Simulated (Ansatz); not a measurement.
The relaxed structure here is a generated cell of Cu: the first start was made by a random draw of sites in a space group, and the end was not matched to a known phase here, so it may be hypothetical. Known forms of Cu include space group No. 225.

A relaxed cell of Cu (Pm-3m (No. 221)), relaxed on a k-mesh at least as fine as the one used below. Method: r2SCAN (plane waves to 500 eV, PAW, scalar-relativistic; Ansatz, a first-principles code). Γ-centred k-mesh 14×7×14 on the run's cell (coarser than for final values), Fermi–Dirac smearing 0.05 eV.

```
Cu
1.0
    2.37030     0.00000     0.00000
    0.00000     4.74059     0.00000
    0.00000     0.00000     2.37030
Cu
2
Direct
  0.50000   0.25000   0.50000
  0.50000   0.75000   0.50000
```

The atoms are displaced by (Å):

```tsv
atom	ux	uy	uz
Cu1	-0.085	0.058	0.010
Cu2	0.056	0.031	0.094
```

Q: What forces (eV/Å) and pressure result?

A: 
| atom | Fx | Fy | Fz |
|---|---|---|---|
| Cu1 | -0.13 | -0.20 | -0.08 |
| Cu2 | 0.13 | 0.20 | 0.08 |

Pressure -0.2 GPa.

The undisplaced cell is probably no minimum: from this displacement the run went on to Fm-3m (No. 225), 0.51 eV/atom below it.

No spin polarisation in the result.
